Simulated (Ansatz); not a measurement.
Mo:
```cif
data_Mo
_chemical_formula_sum 'Mo1'
_space_group_name_H-M_alt 'P 1'
_space_group_IT_number 1
_cell_length_a 2.69449
_cell_length_b 2.69449
_cell_length_c 2.69449
_cell_angle_alpha 109.471
_cell_angle_beta 109.471
_cell_angle_gamma 109.471
loop_
_space_group_symop_operation_xyz
  'x, y, z'
loop_
_atom_site_label
_atom_site_type_symbol
_atom_site_fract_x
_atom_site_fract_y
_atom_site_fract_z
_atom_site_occupancy
Mo1 Mo 0.00000 0.00000 0.00000 1
```

Relaxed with LDA in the plane-wave PAW code Ansatz. Indices refer to the conventional cell of Im-3m, a = 3.111 Å, b = 3.111 Å, c = 3.111 Å, α = 90.00°, β = 90.00°, γ = 90.00°.

Problem. Simulate the powder diffraction pattern (Cu Kα, λ = 1.54184 Å; lines above 1 %) up to 2θ = 90°.

Solution. Simulated powder pattern, Cu Kα, λ = 1.54184 Å (kinematic, ideal powder, no thermal factors, no anomalous dispersion; the 30 strongest lines at most, above 1 %, up to 2θ = 90°):

| 2θ (°) | d (Å) | I/Imax (%) | hkl |
|---|---|---|---|
| 41.03 | 2.200 | 100 | (110) |
| 59.41 | 1.556 | 16 | (200) |
| 74.74 | 1.270 | 33 | (211) |
| 88.99 | 1.100 | 11 | (220) |

The cell was relaxed with LDA under the symmetry of its start. The run is not spin-polarised.

Potentials: the later of the program's two PAW sets.
